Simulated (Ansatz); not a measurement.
The relaxed structure here is a generated cell of AlNi: the first start was made by placing the elements on the sites of a structure type, and the end was not matched to a known phase here, so it may be hypothetical. Known forms of AlNi include space group No. 221.

One starting cell of AlNi (a generated cell, AlNi placed in the NaTl structure type) was relaxed twice with Ansatz (plane waves, PAW, scalar-relativistic): with PBEsol at 420 eV and with PBE at 420 eV. The PBEsol result:

Space group Fd-3m, origin choice 1 (No. 227); a = b = c = 5.7806 Å, α = β = γ = 90.00°

```csv
atom,site,symmetry,x,y,z
Al,8b,-43m,0.5000,0.5000,0.5000
Ni,8a,-43m,0.0000,0.0000,0.0000
```
(The calculation used a cell of 4 atoms; values per cell refer to that cell.)

```json
[
 {"quantity": "space group", "PBEsol": "Fd-3m", "PBE": "Fd-3m"},
 {"quantity": "volume (Å³/atom)", "PBEsol": "12.07", "PBE": "___"},
 {"quantity": "a (Å)", "PBEsol": "5.781", "PBE": "___"},
 {"quantity": "gap (eV, no spin-orbit coupling)", "PBEsol": "0.00", "PBE": "___"}
]
```

### Question
Fill in the PBE column.

### Answer

- volume (Å³/atom), PBE: 12.49
- a (Å), PBE: 5.847
- gap (eV, no spin-orbit coupling), PBE: 0.00

Both levels end in the same structure; PBE's volume is 3.5 % larger. Neither column is exact.

No spin polarisation in the result. A magnetic state may lie lower.

The run could not lose the symmetry of its start, so the end can be a saddle point.

All atoms sit on sites fixed by symmetry, so only the cell could relax.

Ansatz is a quantum-chemistry and plane-wave program.
